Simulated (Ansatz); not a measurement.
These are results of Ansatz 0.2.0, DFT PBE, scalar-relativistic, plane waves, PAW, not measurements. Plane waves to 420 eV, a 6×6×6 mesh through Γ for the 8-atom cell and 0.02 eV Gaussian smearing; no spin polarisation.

Formation energies are uncorrected and count from the elements' standard states at the same level.

Problem. Give a relaxed trial structure of a tetragonal semiconductor that holds O and 2 more elements, with a gap near 0.7 eV, a formation energy near −1.23 eV/atom and about 20 Å³ per atom, in a cell of 8 atoms.

Solution. Sn₃PbO₄, space group P4mm (No. 99). Sn on a site of symmetry 2mm has 4 O at 2.25 Å; Sn on a site of symmetry 4mm has 4 O at 2.24 Å; around Pb lie 4 O at 2.38 Å; O is surrounded by 3 Sn at 2.24–2.25 Å, 1 Pb at 2.38 Å and 4 O at 2.72–2.81 Å.

```cif
data_structure
_symmetry_space_group_name_H-M 'P4mm'
_symmetry_Int_Tables_number 99
_cell_length_a 5.5232
_cell_length_b 5.5232
_cell_length_c 5.2053
_cell_angle_alpha 90.000
_cell_angle_beta 90.000
_cell_angle_gamma 90.000
_cell_volume 158.79
loop_
_atom_site_label
_atom_site_type_symbol
_atom_site_symmetry_multiplicity
_atom_site_Wyckoff_symbol
_atom_site_fract_x
_atom_site_fract_y
_atom_site_fract_z
_atom_site_occupancy
Sn1 Sn 2 c 0.00000 0.50000 0.21881 1
Sn2 Sn 1 a 0.00000 0.00000 0.78523 1
Pb1 Pb 1 b 0.50000 0.50000 0.75289 1
O1 O 4 d 0.75403 0.24597 0.00607 1
```

* Volume per atom: 19.8 Å³
* Density: 6.6 g/cm³
* Energy over the elements: −1.229 eV/atom
* Gap on the 6×6×6 mesh of the 8-atom cell: 0.73 eV

It was reached by relaxing an invented guess, and it needn't be the stable form of this composition. The answer needn't be unique; the calculation gave this one.

No dispersion correction is applied, so the spacing and binding between layers, chains or molecules are poorly described. Spin–orbit coupling, which can matter for Pb, is left out. Kohn–Sham gaps at this level usually fall short of measured ones. The missing spin–orbit coupling can work the other way here. A structure relaxed within its symmetry needn't be a true minimum.
